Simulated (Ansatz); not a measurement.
TePt:
```xyz
2
Lattice="3.4275 0.0000 0.0000 0.0000 3.4275 0.0000 0.0000 0.0000 3.4275" Properties=species:S:1:pos:R:3 pbc="T T T"
Pt     0.0000     0.0000     0.0000
Te     1.7138     1.7138     1.7138
```

Relaxed with r²SCAN. Special points in fractions of this cell's reciprocal vectors: Γ (0.000, 0.000, 0.000); X (0.000, 0.500, 0.000); M (0.500, 0.500, 0.000); R (0.500, 0.500, 0.500).

### Question
List the band energies nearest the Fermi level at these points for r²SCAN (plane waves, PAW; program Ansatz).

### Answer
In eV from the Fermi level; about four levels below and three above (degenerate sets whole), none deeper than 8.9 eV; points with the same levels are listed once.

```json
[
 {"k": "Γ", "below": "-2.66 -2.66 -2.66 -1.46 -1.46 -1.46", "above": "0.90 7.40 7.40"},
 {"k": "X", "below": "-4.44 -4.44 -4.17 -2.59 -1.82", "above": "2.58 2.58 5.26"},
 {"k": "M", "below": "-3.34 -3.34 -1.98 -1.86 -0.41", "above": "0.81 8.65 8.65"},
 {"k": "R", "below": "-7.04 -7.04 -7.04 -1.81 -1.81", "above": "1.24 1.24 1.24"}
]
```

Space group Pm-3m (CsCl type). The start of the workflow was typed in or built on a structure type; neither database checked (COD, Materials Project) lists it. COD files the formula under space group No. 166, 194, so this cell is another polymorph or a model. Its standing as an ambient phase is unchecked. The cell was relaxed with r²SCAN under the symmetry of its start; its stability against distortions is not shown here. No spin polarisation was allowed. Its formation energy is positive at this level, so the cell may be metastable or incomplete. Spin–orbit coupling is left out wherever it is not named.

Potentials: the earlier of the program's two PAW sets.
